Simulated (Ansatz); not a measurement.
Here is the system:

Ge$_{2}$Pt:
```cif
data_Ge2Pt
_chemical_formula_sum 'Pt1 Ge2'
_space_group_name_H-M_alt 'P 1'
_space_group_IT_number 1
_cell_length_a 4.74841
_cell_length_b 4.74841
_cell_length_c 4.74841
_cell_angle_alpha 134.985
_cell_angle_beta 134.985
_cell_angle_gamma 65.553
loop_
_space_group_symop_operation_xyz
  'x, y, z'
loop_
_atom_site_label
_atom_site_type_symbol
_atom_site_fract_x
_atom_site_fract_y
_atom_site_fract_z
_atom_site_occupancy
Pt1 Pt 0.00000 0.00000 0.00000 1
Ge1 Ge 0.33877 0.33877 0.00000 1
Ge2 Ge 0.66123 0.66123 0.00000 1
```

This is the PBE-relaxed structure.

### Question
All from the program Ansatz at the PBE level (PAW), unless another level is named. Predict the electronic character.

### Answer
metallic (no gap).

### Question
What about the formation energy from the elements (no fitted shifts)?

### Answer
0.017 eV/atom.

### Question
And the density of states at the Fermi level?

### Answer
0.54 states/eV per atom (mean over ±0.08 eV).

Space group I4/mmm (MoSi2 or CaC2 type). A made-up cell: these elements were put on the sites of a structure type; neither database checked (COD, Materials Project) lists it. COD files the formula under space group No. 58, so this cell is another polymorph or a model. Its standing as an ambient phase is unchecked. The cell was relaxed with PBE under the symmetry of its start; whether a distortion lowers the energy is not shown. The run is not spin-polarised. The references are the lowest solids computed at this level, not always the standard phases. Spin–orbit coupling is left out wherever it is not named.

Potentials: the later of the program's two PAW sets.
